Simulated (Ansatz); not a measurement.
TiO₂ (anatase)

```
TiO2
1.0
   -1.89921     1.89921     4.85192
    1.89921    -1.89921     4.85192
    1.89921     1.89921    -4.85192
Ti O
2 4
Direct
  0.50000   0.50000   0.00000
  0.25000   0.75000   0.50000
  0.29360   0.29360   0.00000
  0.04360   0.54360   0.50000
  0.45640   0.95640   0.50000
  0.70640   0.70640   0.00000
```

Calculation: PBE (plane waves to 420 eV, PAW, scalar-relativistic; Ansatz, an electronic-structure program). Harmonic phonons by density-functional perturbation theory on a 10×10×10 k mesh, in cm⁻¹; i marks imaginary ones, q is in fractions of the reciprocal vectors of the cell shown, and the three acoustic modes at Γ are left out. The non-analytic (LO-TO) term is not included, so polar modes at Γ have their transverse values. The PAW data are Ansatz's earlier set. TiO2 is run without spin polarisation. TiO2 was relaxed with its symmetry unable to fall.

**Question.** Does any mode at Γ, N = (0.5, 0.0, 0.0), X = (0.5, 0.5, 0.0), M = (0.5, 0.5, 0.5) come out imaginary?

**Answer.** No imaginary mode at these points (lowest 69 cm⁻¹ at M = (0.5, 0.5, 0.5)); other wave vectors were not tested.

**Question.** List the wavenumbers at Γ, N = (0.5, 0.0, 0.0), X = (0.5, 0.5, 0.0), M = (0.5, 0.5, 0.5), with degeneracies.

**Answer.** 
| q | wavenumbers (cm⁻¹) |
|---|---|
| Γ | 111 (×2), 174 (×2), 207 (×2), 302, 360, 395 (×2), 478, 496, 522, 599 (×2) |
| N = (0.5, 0.0, 0.0) | 99, 117, 139, 191, 233, 258, 268, 271, 311, 340, 363, 405, 452, 484, 504, 593, 726, 771 |
| X = (0.5, 0.5, 0.0) | 122 (×2), 159 (×2), 318 (×2), 345 (×2), 365 (×2), 439 (×2), 476 (×2), 570 (×2), 786 (×2) |
| M = (0.5, 0.5, 0.5) | 69 (×2), 124 (×2), 146 (×2), 234 (×2), 267 (×2), 358 (×2), 466 (×2), 601 (×2), 625 (×2) |
